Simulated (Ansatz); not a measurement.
Input:

Nb (bcc, W type)

```xyz
1
Lattice="-1.6513 1.6513 1.6513 1.6513 -1.6513 1.6513 1.6513 1.6513 -1.6513" Properties=species:S:1:pos:R:3 pbc="T T T"
Nb     0.0000     0.0000     0.0000
```

This relaxed cell (volume V₀) is scaled evenly in all directions, its shape held. Symmetry pins the atoms to their sites.

Level of theory: r2SCAN (plane waves to 500 eV, PAW, scalar-relativistic; Ansatz, a program for electronic structure). k mesh 21×21×21 (Γ-centred), Fermi-Dirac smearing 0.05 eV. Energies are smeared free energies. Stress and pressure are positive under compression. On this mesh the relaxed cell isn't quite at rest: it carries a pressure of 0.2 GPa (compression positive) at the zero of the scan. Nb is run without spin polarisation. Nb was relaxed with its symmetry unable to fall. The zero of ΔE is the relaxed starting cell.

The scan covers V/V₀ from 0.900 to 1.100 in 13 points.

**Question.** What pressure does the cell carry at V/V₀ = 0.900?

**Answer.** 22.2 GPa.

**Question.** What is ΔE at V/V₀ = 0.900?

**Answer.** 117 meV/atom.

**Question.** What is ΔE at V/V₀ = 1.100?

**Answer.** 83 meV/atom.

(Under strain, the slope of the energy per volume gives the stress and its curvature an elastic modulus.)
